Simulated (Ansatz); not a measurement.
## An elastic constant from a strain scan in Ga₃Se

These are results of Ansatz 0.2.0, DFT PBEsol+D3(BJ), scalar-relativistic, plane waves, PAW, not measurements. The runs took a 420 eV cutoff, a Γ-centred 12×12×12 mesh and Gaussian smearing (0.15 eV). No spin polarisation. Energies are free energies at this smearing, counted from the undisturbed cell; pressure is positive in compression.

Zero of the scan (relaxed at this level; with this scan's settings it stands at 0.1 GPa; it needn't be the usual structure):

```
Ga Se
1.0
     4.22492    0.00000    0.00000
     0.00000    4.22492    0.00000
     0.00000    0.00000    4.22492
Ga Se
3 1
Direct
  0.00000 0.50000 0.50000
  0.50000 0.00000 0.50000
  0.50000 0.50000 0.00000
  0.00000 0.00000 0.00000
```

The cell is strained by ε times the Voigt pattern (0, 1, 0, 0, 0, 0) (xx, yy, zz, yz, xz, xy; engineering shear) with fractional coordinates fixed. The cell holds 4 atoms in V0 = 75.41 Å³. The stress column is τ = (1/V0) dE/dε, got from the stress tensor σ (compression positive) at each point as −det(1 + εP) σ : P(1 + εP)⁻¹, with P the pattern as a tensor.

```
      ε  ΔE (meV/atom)  τ (GPa)
-0.1000         37.592   -6.164
-0.0750         21.547   -4.727
-0.0500          9.818   -3.259
-0.0250          2.531   -1.659
 0.0000          0.000   -0.090
 0.0250          1.871    1.348
 0.0500          7.808    2.645
 0.0750         17.209    3.723
 0.0875         23.062    4.237
 0.1000              ?        ?
```

**Question.** Which combination of elastic constants does this scan measure, and how large is it?

**Answer.** For small ε, τ = τ0 + Kε with K = pᵀCp, which for this pattern is C11 in the cubic axes. The parabola through τ at ε = -0.0250, 0 and 0.0250 has slope K = 60 GPa at zero. The energies per cell, E = NΔE, of the same two points give K = 2[E(ε₊)/ε₊ − E(ε₋)/ε₋]/[(ε₊ − ε₋)V0] = 60 GPa, in agreement.

**Question.** Predict the withheld row at ε = 0.1000 from the harmonic law, and compare.

**Answer.** ΔE = V0(τ0 ε + Kε²/2)/N = 34.330 meV/atom and τ = 5.92 GPa. The calculation gives 29.675 meV/atom and 4.75 GPa: the energy lies 14 % below the harmonic value, as bonds soften when stretched.

In a metal these slopes depend on the k mesh and the smearing.

Cost: 10 runs of about 2.6 core-minutes in all, on Intel Xeon Platinum 8488C (Sapphire Rapids) (shared hosts).